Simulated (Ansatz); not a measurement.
## SrCu2S2 in Ansatz, settings compared

The input file (Ansatz 0.2.0, plane waves):

```yaml
crystal:
  lattice:
    - [1.99820146, 3.46098613, 0.0]
    - [-1.99820146, 3.46098613, 0.0]
    - [0.0, 0.0, 6.6163798]
  atoms:
    - { symbol: Cu, position: [0.3333, 0.3334, 0.37649] }
    - { symbol: Cu, position: [0.6667, 0.6666, 0.62351] }
    - { symbol: Sr, position: [0.0, 0.0, 0.0] }
    - { symbol: S, position: [0.3333, 0.3334, 0.7463] }
    - { symbol: S, position: [0.6667, 0.6666, 0.2537] }
  symmetry: { tolerance: 0.0003 }
kpoints:
  mp_grid: { grid: [5, 5, 3], shift: [0, 0, 0] }
magnetization:
  spin_polarized: false
scf:
  occupations: { method: fermi_dirac }
hamiltonian:
  pseudopotentials: { kind: paw }
  xc: r2scan
basis:
  ecutwfc: 500
output:
  forces: true
  stress: true
  eigenvalues: true
  write_density: true
  write_potential: true
  elf: true
  volumetric_format: npy
```

The command:

```bash
ansatz run input.yaml --threads 1 --pin off --max-ram 2560MiB --backend cpu --events-out ev --progress --plain --runs-dir out
```

Origin of the cell: a known structure type with other elements, at an estimated volume, so it need not be a known compound.

The smearing width isn't typed, so it takes its default of 0.1 eV.

Output of this run (shortened):

```
Warning: the atoms were moved onto the symmetric positions of the space group found under crystal.symmetry.tolerance 3.0e-4 (fractional; no operation is sought that the atoms, as they stand i […]
Pseudopotentials: kind: paw
Pseudopotential: Cu, paw, valence charge 19, recommended cutoff 500 eV (meta_gga), Cu.paw.azcp
Pseudopotential: Sr, paw, valence charge 10, recommended cutoff 500 eV (meta_gga), Sr.paw.azcp
Pseudopotential: S, paw, valence charge 6, recommended cutoff 500 eV (meta_gga), S.paw.azcp
Functional definition: r2SCAN
  exchange = r2scan_x(k0 = k0, k1 = k1, a1 = a1)
  correlation = r2scan_c
Crystal: 5 atoms, lattice volume = 91.514 Å³
Basis set: ecut = 500 eV, 2311 PW (Γ), exchange–correlation on 120×120×200 points (64 copies of the dense FFT grid, shifted against one another)
Bands: 36, of which v1, the nominal top of the filled ones, is band 30 counted from 1 (29 counted from 0)
[… 12 lines left out …]
Initial density: superposition of atomic densities (neutral atoms: chi_scale 0, normalization atom), corrected by the library's trained network
Functional: x = r2scan, c = r2scan; τ floored in thin density (d = 2e-4 eV/Å³)
SCF iter   1: F=—  HF=-18634.444693 eV  Δρ=2.93e-2  dr2=5.39e-1  dr2_τ=1.77e-2
SCF iter   2: F=—  HF=-18634.522778 eV  Δρ=1.90e-2  dr2=1.89e-1  dr2_τ=4.35e-3  defer=5
SCF iter   3: F=—  HF=-18634.456435 eV  Δρ=6.00e-3  dr2=2.37e-2  dr2_τ=2.45e-4  defer=5
SCF iter   4: F=—  HF=-18634.452387 eV  Δρ=8.56e-4  dr2=4.94e-4  dr2_τ=4.61e-5  defer=4
SCF iter   5: F=—  HF=-18634.452709 eV  Δρ=4.81e-4  dr2=1.65e-4  dr2_τ=5.15e-6  defer=4
SCF iter   6: F=—  HF=-18634.452779 eV  Δρ=1.33e-4  dr2=1.25e-5  dr2_τ=4.09e-7  defer=4
SCF iter   7: F=—  HF=-18634.452784 eV  Δρ=3.34e-5  dr2=9.89e-7  dr2_τ=1.34e-8  defer=4
SCF iter   8: F=-18634.452784 eV  HF=-18634.452785 eV  Δρ=6.14e-6  dr2=8.36e-8  dr2_τ=1.24e-9
SCF 1 converged in 8 iterations: F = -18634.452784 eV  dr2 = 8.36e-8
SCF converged after 8 iterations
Free energy (F): -18634.452784 eV
Harris-Foulkes:  -18634.452785 eV  (|F-HF|=4.15e-8)
Internal energy: -18634.452740 eV  (E = F + TS)
E sigma→0 (E₀):  -18634.452762 eV
Entropy (-TS):   -0.000045 eV (-0.009 meV/atom)
Fermi energy:    10.908415 eV
--- Per-component energies (eV) ---
  E_band       = -1024.170808
  E_kinetic    = 1065.189862
  E_local      = -12479.899387  (includes V_loc(G=0)·N_el)
  E_nonlocal   = 1073.521280
  E_hartree    = 5485.522483
  E_xc         = -514.244439
  E_vxc        = -613.940327  (∫ρ·V_xc dr)
  E_paw        = -7313.099083  (= ΣΔE_a)
  E_vpaw       = -1075.127386  (= ΣTr[D̂ρ^β])
  E_aug_tail   = 0.000296  (compensation charges beyond the density's cutoff)
  E_vtau       = 35.046417  (kinetic-family band-sum trace: ∫τ·v_τ [+ j·A + Jᵃ·Aᵃ] dr)
  E_ewald      = -5950.475965
  E_core_change = -0.967786  (= ΣΔE_core)
  E_smearing   = -0.000045  (= −TS)
  Σ components = -18634.452784   (vs F -18634.452784, Δ=0.00e0)
--- Forces (eV/Å), atoms counted from 1 ---
  atom   1  Cu     0.000000    -0.000000     0.137653
  atom   2  Cu     0.000000     0.000000    -0.137653
  atom   3  Sr     0.000000     0.000000     0.000000
  atom   4  S     -0.000000     0.000000    -1.248591
  atom   5  S     -0.000000    -0.000000     1.248591
  max |Σ_I F_I| component: 2.22e-16 eV/Å
--- Stress (GPa, compression-positive) ---
        0.935089       0.000000       0.000000
        0.000000       0.935089       0.000000
        0.000000       0.000000       1.136716
  P = ⅓ Tr σ = 1.0023 GPa (10.023 kbar)
```

The same input was run again with these changes:

1. `scf.algorithm` default → direct_min
2. `scf.initial_density.chi_scale` default → 0.3; `hamiltonian.xc` r2scan → revpbe
3. `kpoints.mp_grid.grid` [5, 5, 3] → [6, 6, 4]; `basis.ecutwfc` 500 → "600 eV"
4. `scf.mixing.algorithm` default → broyden; `scf.mixing.beta` default → 0.2; `scf.mixing.ndim` default → 2

```json
{"run": "base", "end": "converged", "SCF iterations": "8", "P (GPa)": "1.00", "max force component (eV/Å)": "1.249", "moment (μB)": "–", "ΔE(σ→0) (meV/atom)": "0"}
{"run": "1", "end": "converged", "SCF iterations": "6", "P (GPa)": "1.00", "max force component (eV/Å)": "1.249", "moment (μB)": "–", "ΔE(σ→0) (meV/atom)": "0.00"}
{"run": "2", "end": "converged", "SCF iterations": "12", "P (GPa)": "4.20", "max force component (eV/Å)": "1.058", "moment (μB)": "–", "ΔE(σ→0) (meV/atom)": "–"}
{"run": "3", "end": "converged", "SCF iterations": "9", "P (GPa)": "1.00", "max force component (eV/Å)": "1.249", "moment (μB)": "–", "ΔE(σ→0) (meV/atom)": "-1.51"}
{"run": "4", "end": "converged", "SCF iterations": "17", "P (GPa)": "1.00", "max force component (eV/Å)": "1.249", "moment (μB)": "–", "ΔE(σ→0) (meV/atom)": "0.00"}
```

Energies are compared only where functional, datasets, charge and starting cell are the same.

Run 2: forces of this functional can be a tenth off on datasets made under PBE.

The base run ran for 10 s on 1 thread of Intel(R) Xeon(R) Platinum 8488C (Sapphire Rapids) (shared host), peak memory 0.6 GiB, from the program's own first density.
